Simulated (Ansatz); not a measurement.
NaF (rock salt, Fm-3m), a = b = c = 4.503 Å, α = β = γ = 90.00°; the cell used has 2 atoms.

Relaxed with LDA.

Problem. Give the optical modes at the zone centre with their infrared and Raman activity from DFPT, the program Ansatz at the LDA level (PAW).

Solution. Transverse frequencies, without the LO–TO term; a row sums one degenerate level.

| ω (cm⁻¹) | degeneracy | IR ((D/Å)²/amu) | Raman (Å⁴/amu) | activity | symmetry |
|---|---|---|---|---|---|
| 275 | 3 | 6.62 | 0 | IR | T1u |

Problem. How high does the top mode go among those that the LO–TO term moves?

Solution. 427 cm⁻¹ for q along x.

The LDA relaxation kept the symmetry of its start; phonons on a q-mesh show no instability.

Potentials: the later of the program's two PAW sets.
